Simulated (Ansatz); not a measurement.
Theory: DFT PBE, scalar-relativistic, plane waves, PAW (Ansatz 0.2.0). All cells share a 420 eV cutoff and Γ-centred k meshes spaced about 0.3 Å⁻¹ or finer (0.25 for metals, 2π included). These runs have no spin polarisation.

These are static total energies at zero pressure.

Two forms of Al3RuN were relaxed alike.

A.

Space group P4mm (No. 99). a = 3.622 Å, b = 3.622 Å, c = 5.376 Å, α = 90.00°, β = 90.00°, γ = 90.00°
```json
{"atom": "Al", "site": "1a", "symmetry": "4mm", "x": "0.0000", "y": "0.0000", "z": "0.0385"}
{"atom": "Al", "site": "2c", "symmetry": "2mm.", "x": "0.5000", "y": "0.0000", "z": "0.5579"}
{"atom": "Ru", "site": "1b", "symmetry": "4mm", "x": "0.5000", "y": "0.5000", "z": "0.8763"}
{"atom": "N", "site": "1a", "symmetry": "4mm", "x": "0.0000", "y": "0.0000", "z": "0.3956"}
```

B.

Space group Cmcm (No. 63). a = 2.954 Å, b = 10.027 Å, c = 8.417 Å, α = 90.00°, β = 90.00°, γ = 90.00°
```tsv
atom	site	symmetry	x	y	z
Al	4c	m2m	0.0000	0.0522	0.7500
Al	8f	m..	0.5000	0.1378	0.4716
Ru	4c	m2m	0.0000	0.2399	0.2500
N	4a	2/m..	0.0000	0.0000	0.5000
```

Question: Which form is favoured at zero pressure, and by what margin per atom?

Answer: B is lower, by 94 meV/atom. A has space group P4mm (No. 99), 14.1 Å³/atom and no gap on its mesh; B has space group Cmcm (No. 63), 12.5 Å³/atom and no gap. Counting Al or Ru atoms around N (for each partner element, those within 1.25 times its shortest distance or 1.15 times the sum of covalent radii, where it is the nearest in units of that sum or under 1.3), A has N 5 and B has N 6. The denser one is the lower, and pressure would at first widen the difference. In A, around Al on a site of symmetry 4mm lie 1 N at 1.92 Å, 4 Ru at 2.71 Å and 8 Al at 3.16–3.33 Å; around Ru lie 4 Al at 2.49 Å and 4 Al at 2.71 Å; around N lie 5 Al at 1.92–2.01 Å; 1 more site not described. In B, around Al on a site of symmetry m2m lie 2 N at 2.17 Å, 2 Ru at 2.55 Å, 10 Al at 2.90–3.05 Å and 1 Ru at 2.93 Å; Ru is surrounded by 8 Al at 2.55–2.65 Å, 1 Al at 2.93 Å, 2 Ru at 2.95 Å and 2 N at 3.20 Å; N has 4 Al at 2.04 Å, 2 Al at 2.17 Å, 2 N at 2.95 Å and 2 Ru at 3.20 Å; 1 more site not described. Both come from trial cells of a structure search, whose lowest cell (Pmma, 12.2 Å³/atom) lies 208 meV/atom below the lower of the two.

Trial moments fell under 0.15 μB along the way in P4mm and Cmcm; another start might hold them. Cells relaxed within their symmetry can be saddle points. Some types were kept out of the candidates beforehand, so the set may lack a known form.
